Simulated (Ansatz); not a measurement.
A relaxed cell of Sn₃PbSe₄ is given with its symmetry left out. The cell was found from a structure generator's guess, not taken from experiment.

Level of theory: Ansatz, DFT PBE, scalar-relativistic, plane waves, PAW. Cutoff 420 eV, Γ-centred mesh, Gaussian smearing, no spin polarisation.

```
Sn Pb Se
1.0
     6.10365    0.00000    0.00000
     0.00000    6.10365    0.00000
     0.00000    0.00000    6.10365
Sn Pb Se
3 1 4
Direct
  0.50000 0.00000 0.00000
  0.00000 0.00000 0.50000
  0.00000 0.50000 0.00000
  0.50000 0.50000 0.50000
  0.00000 0.50000 0.50000
  0.50000 0.50000 0.00000
  0.00000 0.00000 0.00000
  0.50000 0.00000 0.50000
```

The zero of energy is the elements' standard structures at the same level; no fitted shifts are applied. The references include grey tin.

Question: What space group does it have?

Answer: Pm-3m (No. 221), with Sn and Pb ordered on rock salt sites. Conventional cell: a = 6.104 Å. Sn is surrounded by 6 Se at 3.05 Å; Pb has 6 Se at 3.05 Å; Se on a site of symmetry 4/mmm has 2 Pb at 3.05 Å and 4 Sn at 3.05 Å; Se on a site of symmetry m-3m has 6 Sn at 3.05 Å.

Question: How far does it lie from the elements in energy?

Answer: −0.46 eV/atom. A negative formation energy is needed for stability but isn't enough: competing phases decide.

Question: Is it a metal?

Answer: There is no gap on the 6×6×6 mesh, but valence and conduction bands meet within 0.015 eV, so at this level it has a zero gap rather than a metal's Fermi surface.

The last run used a 6×6×6 mesh for its 8-atom cell and Gaussian smearing of 0.10 eV. Spin–orbit coupling, which can matter for Pb, is left out. The zero gap may come from the functional, which often closes small gaps. The reference form of Se is held partly by dispersion forces, which this level lacks. Symmetry constrained the relaxation, so the result can be a saddle point.
